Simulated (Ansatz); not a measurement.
AgW:
```
AgW
1.0
    0.00000     2.63332     2.63332
    2.63332     0.00000     2.63332
    2.63332     2.63332     0.00000
Ag W
1 1
Cartesian
  0.00000   0.00000   0.00000
  2.63332   2.63332   2.63332
```

Relaxed with PBEsol. Special points in fractions of this cell's reciprocal vectors: Γ (0.000, 0.000, 0.000); X (0.500, 0.000, 0.500); U (0.625, 0.250, 0.625); K (0.375, 0.375, 0.750); L (0.500, 0.500, 0.500); W (0.500, 0.250, 0.750).

List the band energies nearest the Fermi level at these points for PBEsol with spin–orbit coupling in the plane-wave PAW code Ansatz.

In eV from the Fermi level; about four levels below and three above (degenerate sets whole), none deeper than 8.9 eV; points with the same levels are listed once.

```json
[
 {"k": "Γ", "below": "-6.06 -6.06 -6.06 -6.06 -5.81 -5.81", "above": "0.53 0.53 0.53 0.53"},
 {"k": "X", "below": "-4.31 -4.31 -1.18 -1.18", "above": "0.16 0.16 1.09 1.09"},
 {"k": "U", "below": "-1.27 -1.27 -0.93 -0.93", "above": "0.16 0.16 1.02 1.02"},
 {"k": "L", "below": "-1.70 -1.70 -1.41 -1.41", "above": "0.58 0.58 0.92 0.92"},
 {"k": "W", "below": "-0.88 -0.88 -0.80 -0.80", "above": "1.26 1.26 2.84 2.84"}
]
```

Space group Fm-3m (rock salt). The start of the workflow was typed in or built on a structure type; neither database checked (COD, Materials Project) lists it. Its standing as an ambient phase is unchecked. The PBEsol relaxation kept the symmetry of its start. At this level the phase is mechanically unstable. No spin polarisation was allowed. Its formation energy is positive at this level, so the cell may be metastable or incomplete.

Potentials: the earlier of the program's two PAW sets. The files were generated under PBE; for other functionals the program regenerates the frozen cores, and for LDA and PBEsol the local potential too.
